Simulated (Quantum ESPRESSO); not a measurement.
## B2SiN2O2 (one run as intended and one with a planted mistake)

A calculation, not a measurement. The program is pw.x of Quantum ESPRESSO 7.5 (plane-wave density functional theory). The cell is made up: 7 atoms on a wurtzite lattice with one site empty, with randomly drawn elements, strain and displacements, not relaxed. PseudoDojo standard norm-conserving files (v0.5 for PBE, v0.4.1 for LDA and PBEsol) set the functional; there is no spin polarisation, spin-orbit coupling or dispersion term, and the masses in the input are unused placeholders.

Intended input:

```
&control calculation='scf', pseudo_dir='./dojo.nc.sr.pbe.v0_5.standard.upf', outdir='./o', disk_io='medium', tprnfor=.true., tstress=.true. /
&system ibrav=0, nat=7, ntyp=4, nbnd=22, ecutwfc=84.00895049, nosym=.true., tot_charge=0,
 occupations='smearing', smearing='fd', degauss=0.0018374661
/
&electrons conv_thr=7.350e-09, electron_maxstep=60, /
ATOMIC_SPECIES
B 1.0 B.upf
N 1.0 N.upf
O 1.0 O.upf
Si 1.0 Si.upf
CELL_PARAMETERS angstrom
2.6592 0.0 0.0
0.0 4.6059 0.0
0.0 0.0 4.3425
ATOMIC_POSITIONS angstrom
B -0.0654 -0.0134 -0.0028
Si 1.3655 2.3356 -0.0122
B 1.3579 0.7558 2.1473
N -0.058 -0.0248 1.6197
O 1.3116 2.3345 1.672
O 1.3449 0.788 3.8165
N -0.0332 3.0497 3.8193
K_POINTS automatic
7 4 4 1 1 1
```

The log is shortened where brackets say so; the opening notice, blank lines, dates and the lines on written files are dropped, and the path of the files is cut. It prints rydbergs, bohrs and kilobars, and counts compression as positive stress. Where no state is partly filled, the Fermi energy that it prints is only some level between the filled and the empty states on the mesh, and need not lie in the true gap.

Log of the intended run:

```
     Program PWSCF v.7.5
     Parallel version (MPI & OpenMP), running on       1 processor cores
     Number of MPI processes:                 1
     Threads/MPI process:                     1
     [start-up lines left out]
     bravais-lattice index     =            0
     lattice parameter (alat)  =       5.0252  a.u.
     unit-cell volume          =     358.9235 (a.u.)^3
     number of atoms/cell      =            7
     number of atomic types    =            4
     number of electrons       =        32.00
     number of Kohn-Sham states=           22
     kinetic-energy cutoff     =      84.0090  Ry
     charge density cutoff     =     336.0358  Ry
     scf convergence threshold =      7.3E-09
     mixing beta               =       0.7000
     number of iterations used =            8  plain     mixing
     Exchange-correlation= PBE
                           (   1   4   3   4   0   0   0)
     [axes and pseudopotential details left out]
   Cartesian axes
     site n.     atom                  positions (alat units)
         1        B      tau(   1) = (  -0.0245939  -0.0050391  -0.0010529  )
         2        Si     tau(   2) = (   0.5135003   0.8783093  -0.0045878  )
         3        B      tau(   3) = (   0.5106423   0.2842208   0.8074985  )
         4        N      tau(   4) = (  -0.0218111  -0.0093261   0.6090930  )
         5        O      tau(   5) = (   0.4932310   0.8778956   0.6287605  )
         6        O      tau(   6) = (   0.5057536   0.2963297   1.4352061  )
         7        N      tau(   7) = (  -0.0124850   1.1468487   1.4362590  )
     number of k points=    56  Fermi-Dirac smearing, width (Ry)=  0.0018
                       cart. coord. in units 2pi/alat
        k(    1) = (   0.0714286   0.0721683   0.0765458), wk =   0.0357143
        k(    2) = (   0.0714286   0.0721683   0.2296373), wk =   0.0357143
     [further k points left out]
     Dense  grid:    37381 G-vectors     FFT dimensions: (  30,  54,  48)
     Estimated max dynamical RAM per process >      43.55 MB
     Initial potential from superposition of free atoms
     starting charge      31.9989, renormalised to      32.0000
     Starting wfcs are   28 randomized atomic wfcs
     total cpu time spent up to now is        3.8 secs
     per-process dynamical memory:    34.6 Mb
     Self-consistent Calculation
     iteration #  1     ecut=    84.01 Ry     beta= 0.70
     Davidson diagonalization with overlap
     ethr =  1.00E-02,  avg # of iterations =  3.0
     total cpu time spent up to now is       13.8 secs
     total energy              =    -127.29970387 Ry
     estimated scf accuracy    <       1.56477129 Ry
     iteration #  2     ecut=    84.01 Ry     beta= 0.70
     Davidson diagonalization with overlap
     ethr =  4.89E-03,  avg # of iterations =  2.8
     total cpu time spent up to now is       24.2 secs
     total energy              =    -127.32179194 Ry
     estimated scf accuracy    <       2.44851712 Ry
     [iterations 3 to 10 left out]
     iteration # 11     ecut=    84.01 Ry     beta= 0.70
     Davidson diagonalization with overlap
     ethr =  4.78E-10,  avg # of iterations =  2.3
     total cpu time spent up to now is      102.1 secs
     total energy              =    -127.94437804 Ry
     estimated scf accuracy    <          7.6E-09 Ry
     iteration # 12     ecut=    84.01 Ry     beta= 0.70
     Davidson diagonalization with overlap
     ethr =  2.37E-11,  avg # of iterations =  3.8
     total cpu time spent up to now is      109.6 secs
     End of self-consistent calculation
     [lines on levels left out]
     the Fermi energy is    11.7104 ev
!    total energy              =    -127.94437805 Ry
     estimated scf accuracy    <          2.3E-09 Ry
     smearing contrib. (-TS)   =      -0.00000000 Ry
     internal energy E=F+TS    =    -127.94437805 Ry
     The total energy is F=E-TS. E is the sum of the following terms:
     one-electron contribution =      -6.38296734 Ry
     hartree contribution      =      25.27190580 Ry
     xc contribution           =     -37.38371557 Ry
     ewald contribution        =    -109.44960093 Ry
     convergence has been achieved in  12 iterations
     Forces acting on atoms (cartesian axes, Ry/au):
     atom    1 type  1   force =     0.00552608   -0.14813446    0.16424330
     atom    2 type  4   force =    -0.15259045    0.07712382    0.24689415
     atom    3 type  1   force =    -0.03056719    0.01183857   -0.18757721
     atom    4 type  2   force =     0.02824027    0.17171532   -0.04370611
     atom    5 type  3   force =     0.00248273   -0.19395780   -0.02586677
     atom    6 type  3   force =    -0.00182157   -0.15452997   -0.09956968
     atom    7 type  2   force =     0.14873013    0.23594452   -0.05441769
     Total force =     0.600363     Total SCF correction =     0.000059
     Computing stress (Cartesian axis) and pressure
          total   stress  (Ry/bohr**3)                   (kbar)     P=      110.22
   0.00238055   0.00054069  -0.00040223          350.19       79.54      -59.17
   0.00054069   0.00069343  -0.00011216           79.54      102.01      -16.50
  -0.00040223  -0.00011216  -0.00082618          -59.17      -16.50     -121.54
     init_run     :      3.60s CPU      3.68s WALL (       1 calls)
     electrons    :     97.85s CPU    105.81s WALL (       1 calls)
     forces       :      1.07s CPU      1.09s WALL (       1 calls)
     stress       :      3.98s CPU      4.01s WALL (       1 calls)
     [timing details left out]
     PWSCF        :   1m46.68s CPU   1m54.86s WALL
     JOB DONE.
```

A second run has one planted mistake: the files are those of another functional. The input lines that differ, file-writing options aside:

```
- &control calculation='scf', pseudo_dir='./dojo.nc.sr.pbe.v0_5.standard.upf', outdir='./o', disk_io='medium', tprnfor=.true., tstress=.true. /
+ &control calculation='scf', pseudo_dir='./dojo.nc.sr.lda.v0_4_1.standard.upf', outdir='./o', disk_io='medium', tprnfor=.true., tstress=.true. /
```

Its log:

```
     Program PWSCF v.7.5
     Parallel version (MPI & OpenMP), running on       1 processor cores
     Number of MPI processes:                 1
     Threads/MPI process:                     1
     [start-up lines left out]
     bravais-lattice index     =            0
     lattice parameter (alat)  =       5.0252  a.u.
     unit-cell volume          =     358.9235 (a.u.)^3
     number of atoms/cell      =            7
     number of atomic types    =            4
     number of electrons       =        32.00
     number of Kohn-Sham states=           22
     kinetic-energy cutoff     =      84.0090  Ry
     charge density cutoff     =     336.0358  Ry
     scf convergence threshold =      7.3E-09
     mixing beta               =       0.7000
     number of iterations used =            8  plain     mixing
     Exchange-correlation= SLA  PW   NOGX NOGC
                           (   1   4   0   0   0   0   0)
     [axes and pseudopotential details left out]
   Cartesian axes
     site n.     atom                  positions (alat units)
         1        B      tau(   1) = (  -0.0245939  -0.0050391  -0.0010529  )
         2        Si     tau(   2) = (   0.5135003   0.8783093  -0.0045878  )
         3        B      tau(   3) = (   0.5106423   0.2842208   0.8074985  )
         4        N      tau(   4) = (  -0.0218111  -0.0093261   0.6090930  )
         5        O      tau(   5) = (   0.4932310   0.8778956   0.6287605  )
         6        O      tau(   6) = (   0.5057536   0.2963297   1.4352061  )
         7        N      tau(   7) = (  -0.0124850   1.1468487   1.4362590  )
     number of k points=    56  Fermi-Dirac smearing, width (Ry)=  0.0018
                       cart. coord. in units 2pi/alat
        k(    1) = (   0.0714286   0.0721683   0.0765458), wk =   0.0357143
        k(    2) = (   0.0714286   0.0721683   0.2296373), wk =   0.0357143
     [further k points left out]
     Dense  grid:    37381 G-vectors     FFT dimensions: (  30,  54,  48)
     Estimated max dynamical RAM per process >      43.55 MB
     Initial potential from superposition of free atoms
     starting charge      31.9990, renormalised to      32.0000
     Starting wfcs are   28 randomized atomic wfcs
     total cpu time spent up to now is        4.6 secs
     per-process dynamical memory:    34.6 Mb
     Self-consistent Calculation
     iteration #  1     ecut=    84.01 Ry     beta= 0.70
     Davidson diagonalization with overlap
     ethr =  1.00E-02,  avg # of iterations =  3.0
     total cpu time spent up to now is       13.7 secs
     total energy              =    -127.36107455 Ry
     estimated scf accuracy    <       1.55560983 Ry
     iteration #  2     ecut=    84.01 Ry     beta= 0.70
     Davidson diagonalization with overlap
     ethr =  4.86E-03,  avg # of iterations =  2.8
     total cpu time spent up to now is       20.6 secs
     total energy              =    -127.35505045 Ry
     estimated scf accuracy    <       2.63167911 Ry
     [iterations 3 to 10 left out]
     iteration # 11     ecut=    84.01 Ry     beta= 0.70
     Davidson diagonalization with overlap
     ethr =  7.07E-10,  avg # of iterations =  2.7
     total cpu time spent up to now is       89.2 secs
     total energy              =    -128.01769147 Ry
     estimated scf accuracy    <       0.00000002 Ry
     iteration # 12     ecut=    84.01 Ry     beta= 0.70
     Davidson diagonalization with overlap
     ethr =  6.94E-11,  avg # of iterations =  2.6
     total cpu time spent up to now is       97.3 secs
     End of self-consistent calculation
     [lines on levels left out]
     the Fermi energy is    11.3632 ev
!    total energy              =    -128.01769147 Ry
     estimated scf accuracy    <          5.7E-09 Ry
     smearing contrib. (-TS)   =      -0.00000000 Ry
     internal energy E=F+TS    =    -128.01769147 Ry
     The total energy is F=E-TS. E is the sum of the following terms:
     one-electron contribution =      -6.50451520 Ry
     hartree contribution      =      24.97778101 Ry
     xc contribution           =     -37.04135635 Ry
     ewald contribution        =    -109.44960093 Ry
     convergence has been achieved in  12 iterations
     Forces acting on atoms (cartesian axes, Ry/au):
     atom    1 type  1   force =     0.00488028   -0.14557121    0.16090162
     atom    2 type  4   force =    -0.14642074    0.07876786    0.24100198
     atom    3 type  1   force =    -0.02923167    0.01115886   -0.18159505
     atom    4 type  2   force =     0.02618626    0.17832950   -0.04794124
     atom    5 type  3   force =     0.00319113   -0.19893503   -0.03880926
     atom    6 type  3   force =    -0.00033244   -0.14488465   -0.09368222
     atom    7 type  2   force =     0.14172719    0.22113468   -0.03987585
     Total force =     0.585668     Total SCF correction =     0.000092
     Computing stress (Cartesian axis) and pressure
          total   stress  (Ry/bohr**3)                   (kbar)     P=      -19.92
   0.00147574   0.00052462  -0.00038163          217.09       77.17      -56.14
   0.00052462  -0.00018927  -0.00010166           77.17      -27.84      -14.95
  -0.00038163  -0.00010166  -0.00169271          -56.14      -14.95     -249.01
     init_run     :      4.33s CPU      4.41s WALL (       1 calls)
     electrons    :     85.46s CPU     92.72s WALL (       1 calls)
     forces       :      1.40s CPU      1.42s WALL (       1 calls)
     stress       :      5.48s CPU      5.54s WALL (       1 calls)
     [timing details left out]
     PWSCF        :   1m36.86s CPU   1m44.36s WALL
     JOB DONE.
```

|  | intended run | run with the mistake |
| --- | --- | --- |
| free energy (eV) | -1740.772 | -1741.769 |
| smearing term -TS (eV) | 0.0000 | 0.0000 |
| pressure (GPa) | 11.02 | -1.99 |
| largest force component (eV/Å) | 6.348 | 6.196 |
| largest change of a force component (eV/Å) |  | 0.381 |
| iterations | 12 | 12 |

For scale, a rerun of the intended cell at 1437 eV and a 9 x 6 x 6 mesh moved values by no more than 0.002 eV in energy, 0.03 GPa in stress and 0.003 eV/Å in force. Files of another functional have another zero of energy, so the energy change says nothing on stability.